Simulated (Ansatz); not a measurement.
Given:

VGe:
```cif
data_GeV
_chemical_formula_sum 'V1 Ge1'
_space_group_name_H-M_alt 'P 1'
_space_group_IT_number 1
_cell_length_a 2.87682
_cell_length_b 2.87682
_cell_length_c 3.91238
_cell_angle_alpha 90.000
_cell_angle_beta 90.000
_cell_angle_gamma 120.000
loop_
_space_group_symop_operation_xyz
  'x, y, z'
loop_
_atom_site_label
_atom_site_type_symbol
_atom_site_fract_x
_atom_site_fract_y
_atom_site_fract_z
_atom_site_occupancy
V1 V 0.00000 0.00000 0.00000 1
Ge1 Ge 0.66667 0.33333 0.50000 1
```

This is the PBEsol-relaxed structure.

**Question.** All from plane-wave PAW PBEsol (Ansatz code), unless another level is named. Predict the bulk modulus (Birch–Murnaghan fit).

**Answer.** 161 GPa.

**Question.** And the highest zone-centre frequency?

**Answer.** 356 cm⁻¹.

Space group P-6m2. A made-up cell: these elements were put on the sites of a structure type; neither database checked (COD, Materials Project) lists it. Its standing as an ambient phase is unchecked. The cell was relaxed with PBEsol under the symmetry of its start; of distortions, only those at the zone centre were tested. The workflow began spin-polarised and lost its moments. The cell computed holds one magnetic atom, so no antiferromagnetic order was within reach. As this level gives no gap, phonon frequencies hold no LO–TO term and depend on the k-mesh and smearing (Fermi–Dirac, 0.1 eV here).

Potentials: the later of the program's two PAW sets.
